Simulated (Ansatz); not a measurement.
Method: PBE, no spin polarisation; PAW, plane waves to 420 eV, 6×6×6 Γ-centred mesh, fermi-dirac occupations (width 0.1 eV) (Ansatz 0.2.0), atoms fixed.

Computed maps in the lattice plane spanned by b (left to right, 4.39 Å, 13 points from zero) and c (bottom to top, 8.42 Å, 26 points from zero), 75° apart, at height 0.678 along a. The fields are smooth PAW ones with compensation charges, not the true ones near nuclei.

Valence density. Digits on a logarithmic scale: 0 up to 0.03 e/Å³, each further digit a factor of 1.6, 9 from 1.3 e/Å³ up:
```
5579999765555
6567898665677
8655666655799
9655555555799
8655566655578
6555699965556
4445899996444
4445899997544
4445699997544
5555579996545
5555456765555
5555444554445
5555444444444
4554444555444
4444446787654
3333357999874
4333358999986
4333358999997
5333347999997
5433345799997
4444444578876
4556655455655
4578876544444
5689998644334
5699999754444
5689999865444
```

ELF. Ten even steps from '0' (0.00) to '9' (0.84):
```
3532001344212
2343323343222
2244333442233
2124433442223
2123212233122
1122123212211
2232235421222
2332247742233
3332135632233
3333213321233
3344322222344
4444432222344
4444421111234
4554311232113
3443214898621
1332128999971
1121139943895
1111029920398
2122117961498
2134213899998
1245531389995
2444443224532
3443334421111
5431013453223
5420002355434
5430001345333
```

Task: The cell is La3Ni6Sn5. Which atoms lie within 0.2 Å of this plane, and where (fractions of b and c)?

Result: Sn at (0.33, 0.02), Ni at (0.50, 0.69), La at (0.69, 0.31). The whole cell:
```xyz
14
Lattice="-2.1946 4.9442 6.4490 4.3891 0.0000 0.0000 2.1946 4.9442 -6.4490" Properties=species:S:1:pos:R:3 pbc="T T T"
Sn    0.0000    3.4355    4.2652
Sn    0.0000    6.4529    4.2652
Sn    4.3891    6.4529   -4.2652
Sn    4.3891    3.4355   -4.2652
Ni    2.1946    6.8530    0.0000
Ni    2.1946    3.0354    0.0000
La    2.1946    4.9442   -2.4737
La    2.1946    4.9442    2.4737
Sn    0.0000    4.9442    0.0000
Ni    0.0000    2.8006    1.5697
Ni    0.0000    7.0878    1.5697
Ni    4.3891    7.0878   -1.5697
Ni    4.3891    2.8006   -1.5697
La    0.0000    0.0000    0.0000
```

Origin: a known structure type with other elements, at an estimated volume, so it need not be a known compound. Caveats: no spin polarisation, so a magnetic state may lie lower; f levels without a U or exact exchange are poorly placed.
